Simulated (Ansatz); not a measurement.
Relaxed Cu (fcc, Cu type):

```
Cu
1.0
    3.56378     0.00000     0.00000
    0.00000     3.56378     0.00000
    0.00000     0.00000     3.56378
Cu
4
Direct
  0.00000   0.00000   0.00000
  0.50000   0.50000   0.00000
  0.50000   0.00000   0.50000
  0.00000   0.50000   0.50000
```

Scan: atom 4 (Cu, nearest neighbour Cu at 2.520 Å; its periodic images, 3.6 Å or more away, move with it) is displaced along Cartesian x, direction (1.000, 0.000, 0.000) in Cartesian axes, by s. The other atoms stay.

Computed with PBEsol (plane waves to 420 eV, PAW, scalar-relativistic; Ansatz, a program for electronic structure). k mesh 11×11×11 (Γ-centred), Fermi-Dirac smearing 0.05 eV. Energies are smeared free energies. With partly filled bands, energies and forces of such displacements shift with the k mesh and the smearing. Cu is run without spin polarisation. Cu was relaxed with its symmetry unable to fall. The zero of ΔE is the undisplaced structure. The last digit holds for this mesh only.

| s (Å) | ΔE (meV/cell) |
|---|---|
| -0.250 | 247.2 |
| -0.200 | withheld |
| -0.150 | 87.7 |
| -0.100 | 38.8 |
| -0.050 | 9.7 |
| 0.000 | 0.0 |
| 0.050 | 9.7 |
| 0.100 | 38.8 |
| 0.150 | 87.7 |
| 0.200 | withheld |
| 0.250 | 247.2 |

Fit an even polynomial form (powers 2, 4) to the given rows and predict ΔE at s = -0.200.

Least squares on the 9 given rows: ΔE = (3866)·s² + (1431)·s⁴, in meV/cell with s in Å; root-mean-square residual 0.01 meV/cell. At -0.200 the fit gives 156.9 meV/cell; the calculation gives 156.9 meV/cell, the same to the digits shown. The quadratic term alone would give 154.6 meV/cell.

(For displaced atoms, the force is minus the slope of the energy, and its curvature is a force constant, which sets phonon frequencies.)
